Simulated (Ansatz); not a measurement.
Cu:
```xyz
4
Lattice="2.5118 0.0000 0.0000 -1.2559 2.1753 0.0000 0.0000 0.0000 8.2579" Properties=species:S:1:pos:R:3 pbc="T T T"
Cu     0.0000     0.0000     0.0000
Cu     0.0000     0.0000     4.1290
Cu     0.0000     1.4502     2.0645
Cu     1.2559     0.7251     6.1934
```

Relaxed with r²SCAN+D4. Special points in fractions of this cell's reciprocal vectors: Γ (0.000, 0.000, 0.000); M (0.500, 0.000, 0.000); K (0.333, 0.333, 0.000); A (0.000, 0.000, 0.500); L (0.500, 0.000, 0.500); H (0.333, 0.333, 0.500).

**Question.** List the band energies nearest the Fermi level at these points for r²SCAN+D4 in the plane-wave PAW code Ansatz.

**Answer.** In eV from the Fermi level; about four levels below and three above (degenerate sets whole), none deeper than 8.9 eV; points with the same levels are listed once.

```csv
k,below,above
Γ,-2.14 -2.14 -1.83 -1.83 -1.33,4.07 13.12 13.12
M,-1.67 -1.67 -1.65 -0.79,0.31 1.01 1.63
K,-2.00 -1.93 -1.93 -1.85,3.41 3.41 3.73
A,-1.95 -1.95 -1.95 -1.95,7.30 7.30 19.78 19.78
L,-1.68 -1.68 -0.02 -0.02,1.41 1.41 5.53 5.53
H,-1.92 -1.92 -1.83 -1.83,3.55 3.55 3.96 3.96
```

Space group P6_3/mmc (dhcp (α-La type)). The first step of the workflow began from a Materials Project structure, measured or hypothetical; the Crystallography Open Database copy checked does not list it. It is not the phase usual at ambient conditions (space group No. 225). The cell was relaxed with r²SCAN+D4 under the symmetry of its start; whether a distortion lowers the energy is not shown. No spin polarisation was allowed. The pairwise dispersion correction was not fitted to metals.

Potentials: the later of the program's two PAW sets.
